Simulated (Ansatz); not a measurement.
**Elastic constants of Ca2AsF: input and output**

The calculation used Ansatz, DFT PBE, scalar-relativistic, plane waves, PAW.

Launched with:
```bash
ansatz run input.yaml --threads 2 --pin off --max-ram 6144MiB --backend cpu --events-out ev --progress --plain --runs-dir out
```

Input (bare energies are in eV):
```yaml
crystal:
  lattice:
    - [2.0909198274, 1.2071931252, 5.9749184276]
    - [-2.0909198274, 1.2071931252, 5.9749184276]
    - [0.0, -2.4143862504, 5.9749184276]
  atoms:
    - { symbol: Ca, position: [0.2511209902, 0.2511209902, 0.2511209902] }
    - { symbol: Ca, position: [0.7488790098, 0.7488790098, 0.7488790098] }
    - { symbol: As, position: [0.5, 0.5, 0.5] }
    - { symbol: F, position: [0.0, 0.0, 0.0] }
basis:
  ecutwfc: 420
kpoints:
  mp_grid: { grid: [12, 12, 12] }
hamiltonian:
  xc: pbe
scf:
  occupations: { method: fixed }
output:
  forces: true
  stress: true
  eigenvalues: true
elastic:
  mode: relaxed_ion
  stencil: two_point
```

From the output:
```
--- Elastic constants: 3 strain directions × 2 members + reference (group order 12) ---
  dense FFT box of the reference and of every strained cell: 45×45×45
  strains applied: 11, 33, 23; error gains: componentwise 1.00 (the most a stress slope's error grows in a printed constant), spectral 1.41 (1 for all six strains in a standard setting)
  reference relaxed by the batch: 3 steps; max|allowed force component| 2.61e-4 eV/Å at the deck's positions, 7.42e-8 at the last accepted step, 7.07e-8 by the solve of record
  largest displacement 3.1e-5 Å; the constants are those of the deck's cell at these positions:
  atoms:
    - { symbol: Ca, position: [0.25112274477258995, 0.25112274477258995, 0.25112274477258995] }
    - { symbol: Ca, position: [0.7488772552274099, 0.7488772552274099, 0.7488772552274099] }
    - { symbol: As, position: [0.5, 0.5, 0.5] }
    - { symbol: F, position: [1.6295672742935326e-36, 1.019831905602488e-36, -2.6238232214191645e-36] }
  C = ∂σ_k/∂η_j (tension-positive GPa; Voigt order 11 22 33 23 13 12):
        57.622     43.234     22.737    -26.643      0.000      0.000
        43.234     57.622     22.737     26.643     -0.000     -0.000
        22.731     22.731     37.297      0.000     -0.000     -0.000
       -26.642     26.642      0.000     14.822     -0.000      0.000
        -0.000      0.000      0.000      0.000     14.822    -26.642
        -0.000      0.000      0.000     -0.000    -26.643      7.194
  reference stress σ⁰ (GPa):     -0.005     -0.005      0.002      0.000     -0.000     -0.000
  C* (energy form; C + prestress term) asymmetry max|C*_kj − C*_jk| = 9.269e-4 GPa — a small one proves nothing (zero by symmetry where the batch's group is 432, −43m or m−3m); a large one is finite-difference/SCF noise where every solve ...
  moduli (Voigt/Reuss/Hill, GPa): K = 36.66/32.28/34.47   G = 11.62/654.88/333.25   E = 236.76   ν = -0.645
  mechanically stable: NO (min eigenvalue of sym C = -23.07 GPa)
  strain η (Voigt 11):  stress-route row diagonal C_11 = 57.62 GPa, energy-path curvature d²(F+E_count+ΔE)/dδ²/Ω₀ = 57.66 GPa
         δ    σ_11 (GPa) F (eV) n_scf n_hpsi n_pw
    -2.000e-3      -0.1209       -9303.3185063       5  157016   1786   relax 4 steps, max|allowed force component| 3.52e-6 eV/Å
     2.000e-3       0.1096       -9303.3185075       5  156087   1791   relax 3 steps, max|allowed force component| 4.14e-5 eV/Å
  strain η (Voigt 33):  stress-route row diagonal C_33 = 37.30 GPa, energy-path curvature d²(F+E_count+ΔE)/dδ²/Ω₀ = 37.41 GPa
         δ    σ_33 (GPa) F (eV) n_scf n_hpsi n_pw
    -2.000e-3      -0.0729       -9303.3185282       5   62360   1784   relax 2 steps, max|allowed force component| 4.52e-5 eV/Å
     2.000e-3       0.0762       -9303.3185252       5   62275   1789   relax 3 steps, max|allowed force component| 1.64e-7 eV/Å
  strain η (Voigt 23):  stress-route row diagonal C_44 = 14.82 GPa, energy-path curvature d²(F+E_count+ΔE)/dδ²/Ω₀ = 14.86 GPa
         δ    σ_23 (GPa) F (eV) n_scf n_hpsi n_pw
    -2.000e-3      -0.0300       -9303.3185554       5  152135   1790   relax 3 steps, max|allowed force component| 2.39e-5 eV/Å
     2.000e-3       0.0293       -9303.3185559       5  156907   1788   relax 3 steps, max|allowed force component| 2.38e-7 eV/Å
```

The run took 8.2 min on 2 threads of Arm Neoverse V2 (shared host), peak memory 1.2 GiB.

The cell was built by swapping an element in a database structure (itself possibly hypothetical) and relaxing; it need not be the stable form of this composition.

As the tensor has a negative eigenvalue, the Reuss and Hill moduli of a polycrystal, and E and ν formed from them, have no physical meaning here.